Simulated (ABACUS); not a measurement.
Input and output of a self-consistent single point for GePt (Pnma, 8 atoms in the cell; from Materials Project mp-542640) (ABACUS).

Level of theory: LDA (PW92), PseudoDojo 0.4 standard norm-conserving LDA (tails mended) pseudopotentials (plane waves; ABACUS 3.10.1).

```yaml
crystal:
  lattice:
    - [5.75601, 0.00000, 0.00000]
    - [0.00000, 3.73003, 0.00000]
    - [0.00000, 0.00000, 6.11156]
  atoms:
    - { symbol: Ge, position: [0.81393, 0.75000, 0.58801] }
    - { symbol: Ge, position: [0.18607, 0.25000, 0.41199] }
    - { symbol: Ge, position: [0.68607, 0.25000, 0.08801] }
    - { symbol: Ge, position: [0.31393, 0.75000, 0.91199] }
    - { symbol: Pt, position: [0.00185, 0.75000, 0.19271] }
    - { symbol: Pt, position: [0.99815, 0.25000, 0.80729] }
    - { symbol: Pt, position: [0.49815, 0.25000, 0.69271] }
    - { symbol: Pt, position: [0.50185, 0.75000, 0.30729] }
```

Reference input (self-consistent single point, DFT, LDA (PW92), plane waves, PseudoDojo 0.4 standard norm-conserving LDA (tails mended) pseudopotentials): KPT = Gamma 3 4 3 0.5 0.5 0.5; basis_type = pw; dft_functional = PWLDA; ecutwfc = 84 Ry; smearing_method = fd; smearing_sigma = 0.00367493 Ry; potentials = PseudoDojo 0.4 standard norm-conserving LDA (tails mended); symmetry = 1; symmetry_prec = 1e-05; ks_solver = dav_subspace; scf_nmax = 100; scf_thr = 1.0e-09 Ry. This run's input differs from it in these lines:

```diff
@@ -10,3 +10,3 @@
 smearing_method      fd
-smearing_sigma       0.00367493
+smearing_sigma       0.00220496
 ks_solver            dav_subspace
@@ -54,3 +54,3 @@
 Gamma
-3 4 3 0.5 0.5 0.5
+3 5 3 0.5 0.5 0.5
```

Log, with long lists cut:

```
 SELF-CONSISTENT
 -------------------------------------------
                                 init_chg = atomic

 PW ALGORITHM --------------- ION=   1  ELEC=   1--------------------------------

 Notice: Threshold on eigenvalues was too large.

 Density error is 0.564642374138
                          Error Threshold = 0.000446752746902
 E_KohnSham     -1759.5507725555     -23939.9164270562
 E_Fermi        1.3597884153         18.5008705230

 PW ALGORITHM --------------- ION=   1  ELEC=   2--------------------------------

 Density error is 0.0747336958542
                          Error Threshold = 0.000441126854795
   [... lines left out ...]

 Density error is 1.91521312867e-09
                          Error Threshold = 1.29621080622e-11
 E_KohnSham     -1759.6707231885     -23941.5484391444
 E_Fermi        1.3204269515         17.9653303331

 PW ALGORITHM --------------- ION=   1  ELEC=  10--------------------------------

 Density error is 2.00186166859e-10
                          Error Threshold = 1.49626025678e-12
 E_KohnSham     -1759.6707231887     -23941.5484391470
 E_KS(sigma->0) -1759.6703223361     -23941.5429852683
 E_entropy(-TS) -0.0008017051        -0.0109077576
 E_Fermi        1.3204280624         17.9653454481
 charge density convergence is achieved
 final etot is -23941.548439 eV
 EFERMI = 17.965345448 eV

 STATE ENERGY(eV) AND OCCUPATIONS    NSPIN == 1
   [... 74 lines left out ...]

 TOTAL-FORCE (eV/Angstrom)
                       Ge1        -0.0037126817         0.0000000000         0.0551154453
                       Ge2         0.0037126817         0.0000000000        -0.0551154453
                       Ge3         0.0037126817         0.0000000000         0.0551154453
                       Ge4        -0.0037126817         0.0000000000        -0.0551154453
                       Pt1         0.0528108623         0.0000000000        -0.0106551510
                       Pt2        -0.0528108623         0.0000000000         0.0106551510
                       Pt3        -0.0528108623         0.0000000000        -0.0106551510
   [... lines left out ...]

 TOTAL-STRESS (KBAR)
       -63.7956231831        -0.0000000000         0.0000000000
         0.0000000000       -60.2824110977         0.0000000000
         0.0000000000         0.0000000000       -54.7790526016
 TOTAL-PRESSURE: -59.619029 KBAR

 --------------------------------------------
 !FINAL_ETOT_IS -23941.5484391470454284 eV
 --------------------------------------------
```

The run converged in 10 iterations. Against the reference run the free energy goes up by 11.7 meV/atom, the pressure goes from -5.70 to -5.96 GPa and the largest force goes from 0.030 to 0.055 eV/Å.

This run is one point of a test of settings, so its values need not be converged; read them against the reference run alone. The structure comes from a collection of computed structures, made at another level of theory; the collection holds predicted forms beside known ones. No clean gap shows at this smearing width and mesh (spacing up to 0.36 Å⁻¹); the mesh is coarse for partly filled bands, so the values carry mesh errors.

Cost on one core: around 2.3 core-minutes (rough).

“Tails mended”: in these copies of the files the far tail of each local potential was reset to the Coulomb form.
